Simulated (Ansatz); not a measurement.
CaZn2Sb2 in space group P-3m1 (No. 164; Ca on 1a, Zn on 2d, Sb on 2d) under volume change, DFT-PBEsol in the program Ansatz with PAW potentials, shape and atoms relaxed at each volume.

```tsv
V (Å³/atom)	E − E(relaxed) (meV/atom)	P (GPa)
22.515	36.6	5.73
23.257	15.4	3.50
23.999	3.6	1.62
24.741	0.0	0.00
25.483	(withheld)	(withheld)
26.226	(withheld)	(withheld)
26.968	26.5	-3.54
```

Problem. Some entries are withheld; supply them.

Solution. 
- 25.483, E − E(relaxed) (meV/atom): 3.2
- 25.483, P (GPa): -1.37
- 26.226, E − E(relaxed) (meV/atom): 12.4
- 26.226, P (GPa): -2.55

Problem. What does a third-order Birch–Murnaghan fit give for V₀, B₀ and B′?

Solution. V₀ = 24.74 Å³/atom, B₀ = 49.5 GPa, B′ = 4.3.

The first step of the workflow began from a Materials Project structure, measured or hypothetical; the Crystallography Open Database files this formula in space group No. 164, but the cells were not matched. Whether it is the stable phase at ambient conditions was not checked. Symmetry was held in the PBEsol relaxation; of distortions, only those at the zone centre were tested. Spin–orbit coupling is left out wherever it is not named.

Potentials: the later of the program's two PAW sets.
